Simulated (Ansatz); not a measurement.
## MgCd2S3: rattling a relaxed structure

The cell was found from a structure generator's guess, not taken from experiment.

The calculation used DFT PBE, scalar-relativistic, plane waves, PAW (Ansatz 0.2.0). Plane waves to 420 eV, a k mesh through Γ of 6×6×2 on the computed 12-atom cell and Gaussian smearing (0.02 eV); no spin polarisation.

The cell below (12 atoms, space group P3m1 (No. 156)) is relaxed within its symmetry.

```xyz
12
Lattice="4.1486 0.0000 0.0000 -2.0743 3.5928 0.0000 0.0000 0.0000 20.1666" Properties=species:S:1:pos:R:3 pbc="T T T"
Mg    2.0743    1.1976   10.1277
Mg    2.0743    1.1976   16.7651
Cd    0.0000    2.3952   20.1172
Cd    0.0000    2.3952    6.8465
Cd    0.0000    2.3952   13.4857
Cd    2.0743    1.1976    3.3942
S     0.0000    2.3952    2.5198
S     0.0000    2.3952    9.4153
S     0.0000    2.3952   16.0527
S     2.0743    1.1976    5.9649
S     2.0743    1.1976   12.6008
S     2.0743    1.1976   19.2382
```

For the test it was strained at random (σ = 1.5 % a component), the atoms were moved at random (σ = 0.15 Å), and all was relaxed again on a coarse 6×6×1 mesh (in the run’s order of axes) with 0.10 eV smearing, with no symmetry imposed.

Problem. Does it come back?

Solution. It returns, within 1 meV/atom of the unmoved cell on that mesh and with the same symmetry when read at 0.1 Å. No instability shows in this cell; modes of other wave vectors, which need another repeat, aren't tested.
